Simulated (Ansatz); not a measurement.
YSi₂Ir₂ in space group I4/mmm (No. 139; Y on 2a, Ir on 4d, Si on 4e), PBE in the plane-wave PAW code Ansatz, all energies at zero smearing, with the estimated change up to a 700 eV cutoff added, with one set of potentials and settings (totals compare only within such a set). Cell of 5 atoms (1 Y, 2 Ir, 2 Si): -28996.328 eV.

```csv
element,reference phase,E (eV/atom)
Y,"P6_3/mmc, 2 atoms in the cell",-3848.6668
Ir,"Fm-3m, 1 atoms in the cell",-11935.3137
Si,"Fd-3m, 2 atoms in the cell",-635.8096
```

Formation energy per atom, worked out: (-28996.328 − 1×(-3848.6668) − 2×(-11935.3137) − 2×(-635.8096))/5 = -1.083 eV/atom (-104 kJ per mol of atoms), at 0 K, without zero-point energy or fitted corrections.

The workflow started from an entry of the Crystallography Open Database (COD), which files this formula under 2 space groups. Whether it is the stable phase at ambient conditions was not checked. The PBE relaxation kept the symmetry of its start; its stability against distortions is not shown here. No spin polarisation was allowed. The references are the lowest solids computed at this level, not always the standard phases. Spin–orbit coupling is left out wherever it is not named.

Potentials: the later of the program's two PAW sets.
